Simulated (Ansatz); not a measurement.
Ga2S3:
```
Ga2S3
1.0
    5.62680     3.22886     0.00000
   -5.62680     3.22886     0.00000
   -3.64436     0.00000     6.04646
Ga S
4 6
Direct
  0.86327   0.26946   0.38052
  0.73054   0.13673   0.88052
  0.55348   0.64162   0.37068
  0.35838   0.44652   0.87068
  0.57298   0.25294   0.49745
  0.74706   0.42702   0.99745
  0.24007   0.58574   0.48796
  0.41426   0.75993   0.98796
  0.08818   0.09024   0.01437
  0.90976   0.91182   0.51437
```

Relaxed with r²SCAN. Independent-particle spectrum: no excitons, no local fields, no scissors shift; 0.1 eV broadening; ε₁ of the summed bands alone.

Q: Tabulate the dielectric function from plane-wave PAW r²SCAN (Ansatz code).

A: 

| E (eV) | ε₁ xx | ε₂ xx | ε₁ yy | ε₂ yy | ε₁ zz | ε₂ zz |
|---|---|---|---|---|---|---|
| 0.0 | 5.80 | 0.00 | 5.88 | 0.00 | 5.89 | 0.00 |
| 0.3 | 5.81 | 0.00 | 5.89 | 0.00 | 5.91 | 0.00 |
| 0.6 | 5.85 | 0.00 | 5.93 | 0.00 | 5.95 | 0.00 |
| 0.9 | 5.92 | 0.00 | 6.00 | 0.00 | 6.01 | 0.00 |
| 1.2 | 6.01 | 0.00 | 6.10 | 0.00 | 6.12 | 0.00 |
| 1.5 | 6.14 | 0.00 | 6.23 | 0.00 | 6.26 | 0.00 |
| 1.8 | 6.32 | 0.00 | 6.42 | 0.00 | 6.46 | 0.00 |
| 2.1 | 6.56 | 0.00 | 6.66 | 0.00 | 6.75 | 0.00 |
| 2.4 | 6.92 | 0.06 | 7.01 | 0.00 | 7.27 | 0.26 |
| 2.7 | 7.29 | 0.14 | 7.57 | 0.03 | 7.40 | 0.57 |
| 3.0 | 8.01 | 0.28 | 8.46 | 0.70 | 7.70 | 0.83 |
| 3.3 | 8.54 | 0.93 | 8.50 | 1.18 | 7.83 | 0.90 |
| 3.6 | 9.18 | 1.57 | 9.05 | 1.91 | 8.66 | 1.11 |
| 3.9 | 10.10 | 2.84 | 9.46 | 2.40 | 9.47 | 2.38 |
| 4.2 | 9.07 | 4.43 | 10.39 | 3.96 | 9.55 | 2.77 |
| 4.5 | 9.35 | 5.46 | 10.08 | 5.10 | 10.25 | 3.63 |
| 4.8 | 7.92 | 6.64 | 9.79 | 7.79 | 10.89 | 5.41 |
| 5.1 | 6.91 | 7.13 | 6.70 | 8.69 | 11.70 | 8.06 |
| 5.4 | 6.02 | 6.62 | 4.94 | 7.82 | 7.69 | 11.39 |
| 5.7 | 5.91 | 6.20 | 5.41 | 6.67 | 3.61 | 11.01 |
| 6.0 | 6.53 | 8.00 | 5.55 | 8.51 | 2.74 | 9.51 |
| 6.3 | 6.22 | 9.33 | 4.01 | 9.93 | 2.85 | 8.10 |
| 6.6 | 3.26 | 10.39 | 2.03 | 9.41 | 2.54 | 8.27 |
| 6.9 | 1.83 | 9.72 | 0.67 | 8.28 | 2.54 | 8.48 |
| 7.2 | 0.66 | 9.47 | 0.96 | 7.44 | 1.13 | 9.35 |
| 7.5 | -0.75 | 8.36 | 0.64 | 7.33 | -0.77 | 8.42 |
| 7.8 | -1.08 | 7.34 | -0.24 | 7.58 | -1.28 | 7.49 |
| 8.1 | -1.63 | 6.43 | -1.01 | 6.88 | -1.66 | 6.39 |
| 8.4 | -1.72 | 5.92 | -1.42 | 5.92 | -1.80 | 5.88 |
| 8.7 | -2.10 | 5.23 | -1.74 | 5.25 | -1.70 | 5.33 |
| 9.0 | -1.81 | 4.51 | -1.64 | 4.96 | -2.11 | 4.92 |
| 9.3 | -1.89 | 4.07 | -1.70 | 4.29 | -2.16 | 3.91 |
| 9.6 | -1.45 | 3.63 | -1.47 | 4.09 | -1.53 | 3.73 |
| 9.9 | -1.26 | 3.66 | -1.82 | 4.05 | -1.54 | 3.67 |
| 10.2 | -1.27 | 3.56 | -1.92 | 3.45 | -1.70 | 3.58 |
| 10.5 | -1.61 | 3.64 | -1.78 | 3.16 | -1.88 | 3.08 |
| 10.8 | -1.84 | 3.18 | -1.86 | 2.77 | -1.66 | 2.70 |
| 11.1 | -1.86 | 2.75 | -1.72 | 2.50 | -1.81 | 2.66 |
| 11.4 | -1.88 | 2.40 | -1.52 | 2.30 | -1.67 | 2.36 |
| 11.7 | -1.76 | 2.11 | -1.67 | 2.22 | -1.92 | 2.10 |
| 12.0 | -1.67 | 1.89 | -1.62 | 1.85 | -1.68 | 1.72 |

Q: From ε at 4.3 eV (xx: 9.12 + 4.41i), find n, k, the normal reflectivity and the absorption coefficient.

A: n = 3.10, k = 0.711, R = 28 %, α = 2kE/ħc = 310000 cm⁻¹.

With all bands, ε∞ without local fields is 5.85 (xx), 5.93 (yy), 5.95 (zz).

Space group Cc. The first step of the workflow began from a Materials Project structure, measured or hypothetical; the Crystallography Open Database files this formula in space group No. 9, but the cells were not matched. Whether it is the stable phase at ambient conditions was not checked. The cell was relaxed with r²SCAN under the symmetry of its start; whether a distortion lowers the energy is not shown. Spin–orbit coupling is left out wherever it is not named.

Potentials: the later of the program's two PAW sets.
